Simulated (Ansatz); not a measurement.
Here is the system:

ZnS:
Space group P6₃mc (No. 186); a = b = 3.738 Å, c = 6.143 Å, α = β = 90.00°, γ = 120.00°

```json
[
 {"atom": "Zn", "site": "2b", "symmetry": "3m.", "x": "0.3333", "y": "0.6667", "z": "0.4995"},
 {"atom": "S", "site": "2b", "symmetry": "3m.", "x": "0.3333", "y": "0.6667", "z": "0.1257"}
]
```

This is the LDA-relaxed structure.

Question: All from DFT-LDA in the program Ansatz with PAW potentials, unless another level is named. Give the Poisson's ratio.

Answer: 0.31.

Question: What about the zero-point energy?

Answer: 41.1 meV/atom.

Space group P6_3mc (wurtzite). Symmetry was held in the LDA relaxation; phonons on a q-mesh show no instability.

Potentials: the later of the program's two PAW sets.
